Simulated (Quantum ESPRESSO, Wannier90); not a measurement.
## HfS2 (CdI2 type), plane waves to Wannier functions

```
HfS2
1.0
    3.63966     0.00000     0.00000
   -1.81983     3.15204     0.00000
    0.00000     0.00000     6.05556
Hf S
1 2
Direct
  0.00000   0.00000   0.00000
  0.66667   0.33333   0.76395
  0.33333   0.66667   0.23605
```

Structure: Materials Project mp-985829, symmetrised, not relaxed again. Not found in the COD (Crystallography Open Database) copy used; not checked further. Level: PBEsol, no spin polarisation, no spin-orbit coupling; pw.x of Quantum ESPRESSO at 47 Ry with PseudoDojo potentials, 12×12×6 k-points, Wannier90. Density: 12×12×6 mesh, cold smearing 0.01 Ry. The cell is built of weakly bound layers, chains or molecules, whose nearest atoms lie 3.83 Å apart. Database cells relaxed without dispersion often hold them too far apart, which can enlarge gaps and weakens couplings between them; spacing and stacking were not compared with the measured crystal. Spin-orbit coupling is left out although heavy elements are present.

Valence charges of the files: Hf 12, S 6. 27 bands were computed.

Isolated groups of bands, relative to the valence-band maximum (bands from 16 on overlap up to the last one computed):

```json
[
 {"bands": "1", "from (eV)": "-61.95", "to (eV)": "-61.94", "filling": "filled", "weight on atomic waves": "Hf 5s 98 %"},
 {"bands": "2–4", "from (eV)": "-30.68", "to (eV)": "-30.49", "filling": "filled", "weight on atomic waves": "Hf 5p 98 %"},
 {"bands": "5–6", "from (eV)": "-12.99", "to (eV)": "-11.22", "filling": "filled", "weight on atomic waves": "S 3s 79 %, Hf 5d 11 %, Hf 6s 7 %"},
 {"bands": "7–12", "from (eV)": "-4.92", "to (eV)": "0.00", "filling": "filled", "weight on atomic waves": "S 3p 75 %, Hf 5d 19 %"},
 {"bands": "13–15", "from (eV)": "1.12", "to (eV)": "4.16", "filling": "empty", "weight on atomic waves": "Hf 5d 76 %, S 3p 17 %"}
]
```

Wanted is a model with the orbitals Hf d, S p, without the filled groups that are mainly made of other shells (semicore states, and anion s where it isn't named); all higher bands stay in for disentanglement.

**Question.** Give num_wann, exclude_bands and num_bands, and the number of electrons that the model holds.

**Answer.** Electrons: 1×12 + 2×6 = 24, which fill 12 bands.
num_wann = 1×5 + 2×3 = 11.
exclude_bands = 1-6, 6 bands, so num_bands = 27 − 6 = 21.
The model holds 24 − 2×6 = 12 electrons. With the window frozen to 2.63 eV it follows pw.x to 0.3 meV rms (states up to 2.1 eV relative to the valence-band maximum).
